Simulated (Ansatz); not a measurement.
# A trial form of ScAl3As4

All numbers below come from DFT PBE, scalar-relativistic, plane waves, PAW in Ansatz. Cutoff 420 eV, Gaussian smearing, Γ-centred meshes. Cell and atoms relax first on a coarse mesh, the cell is then made exact in the group found at 0.06 to 0.08 Å, and last on a converged mesh; the steps can't lower the symmetry of their start. No spin polarisation.

This trial cell of ScAl3As4 was written down by chemical analogy (Pmn2_1, No. 31). Its size is a guess.

```xyz
16
Lattice="7.5500 0.0000 0.0000 0.0000 6.5400 0.0000 0.0000 0.0000 6.2000" Properties=species:S:1:pos:R:3 pbc="T T T"
Sc    0.0000    5.4282    0.0000
Sc    3.7750    1.1118    3.1000
Al    0.0000    0.9810    3.1000
Al    1.8875    4.3818    3.1000
Al    5.6625    4.3818    3.1000
Al    3.7750    5.5590    0.0000
Al    1.8875    2.1582    0.0000
Al    5.6625    2.1582    0.0000
As    0.0000    5.4282    2.4180
As    0.0000    0.9810    5.4560
As    5.7002    4.3818    5.3940
As    1.8498    4.3818    5.3940
As    3.7750    1.1118    5.5180
As    3.7750    5.5590    2.3560
As    5.6247    2.1582    2.2940
As    1.9252    2.1582    2.2940
```

The zero of energy is the elements' standard structures at the same level; no fitted shifts are applied.

**Question.** What does it relax into?

**Answer.** The symmetry stays Pmn2_1 (No. 31). The volume per atom grows by 29.7 %, from 19.1 to 24.8 Å³. The shortest distance goes from 2.20 Å (Al–As) to 2.47 Å (Al–As). Conventional cell: a = 8.267 Å, b = 7.184 Å, c = 6.687 Å. Sc is surrounded by 4 As at 2.64–2.67 Å; Al on a site of symmetry m is surrounded by 4 As at 2.47–2.51 Å; Al on a site of symmetry 1 has 4 As at 2.48–2.52 Å; As on a site of symmetry m is surrounded by 3 Al at 2.51–2.52 Å and 1 Sc at 2.67 Å; As on a second site of symmetry m is surrounded by 3 Al at 2.48–2.49 Å and 1 Sc at 2.65 Å; 1 more site not described.

```cif
data_structure
_symmetry_space_group_name_H-M 'Pmn2_1'
_symmetry_Int_Tables_number 31
_cell_length_a 8.2672
_cell_length_b 7.1836
_cell_length_c 6.6868
_cell_angle_alpha 90.000
_cell_angle_beta 90.000
_cell_angle_gamma 90.000
_cell_volume 397.12
loop_
_atom_site_label
_atom_site_type_symbol
_atom_site_symmetry_multiplicity
_atom_site_Wyckoff_symbol
_atom_site_fract_x
_atom_site_fract_y
_atom_site_fract_z
_atom_site_occupancy
Sc1 Sc 2 a 0.00000 0.83757 0.99432 1
Al1 Al 2 a 0.00000 0.17420 0.50196 1
Al2 Al 4 b 0.24821 0.66383 0.50126 1
As1 As 2 a 0.00000 0.84002 0.39299 1
As2 As 2 a 0.00000 0.18807 0.87288 1
As3 As 4 b 0.73939 0.65918 0.87267 1
```

**Question.** How does it come out in energy, and is it a metal?

**Answer.** The energy over the elements is −0.547 eV/atom and the gap on the 4×4×4 mesh of the 16-atom cell is 1.52 eV.

The last run used Gaussian smearing of 0.02 eV. Kohn–Sham gaps at this level usually fall short of measured ones. The reference form of As is held partly by dispersion forces, which this level lacks. A later test with randomly moved atoms came back to the same energy, though modes that don't fit the test's cell weren't probed. Another cell of the same search, in P3m1, lies 39 meV/atom lower, so this cell isn't the stable form at this level.
